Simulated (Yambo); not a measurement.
Bethe-Salpeter results for LiCl

```xyz
2
Lattice="0.0000 2.4822 2.4822 2.4822 0.0000 2.4822 2.4822 2.4822 0.0000" Properties=species:S:1:pos:R:3 pbc="T T T"
Li     0.0000     0.0000     0.0000
Cl     2.4822     2.4822     2.4822
```

Cell and atoms were relaxed with LDA from Materials Project entry mp-22905, within its symmetry.

BSE in Yambo on LDA (Quantum ESPRESSO, PseudoDojo norm-conserving, 74 Ry, no spin-orbit coupling) bands: 10×10×10 mesh, 3 valence and 4 conduction bands, static screening with 16 bands and a 4 Ry block, scissor 3.01 eV, Tamm-Dancoff; field along x.

```
state  energy (eV)  states within 2 meV  relative strength   class    main transitions
-----  -----------  -------------------  -----------------  ------  ------------------
1             8.73                    3               1.00  strong  several band pairs
2             9.20                    3               0.08  strong  several band pairs
3             9.21                    3             < 0.01    dark  several band pairs
4             9.24                    2             < 0.01    dark  several band pairs
5             9.40                    3             < 0.01    weak  several band pairs
6             9.50                    3             < 0.01    dark  several band pairs
7             9.50                    2             < 0.01    dark  several band pairs
8             9.52                    3             < 0.01    dark  several band pairs
```

These are vertical excitations (zero momentum). The direct quasiparticle gap on this mesh is 9.61 eV; counted from there, state 1 is bound by 0.88 eV. On a 6×6×6 mesh the same difference is 0.98 eV, so it isn't converged.

Spin singlets only. Strengths are relative to the strongest of the lowest states of this run; strong means a line over 3 % of the spectrum's maximum, dark under 0.03 %. Absolute energies carry the error of the G0W0 scissor, whose convergence isn't established.
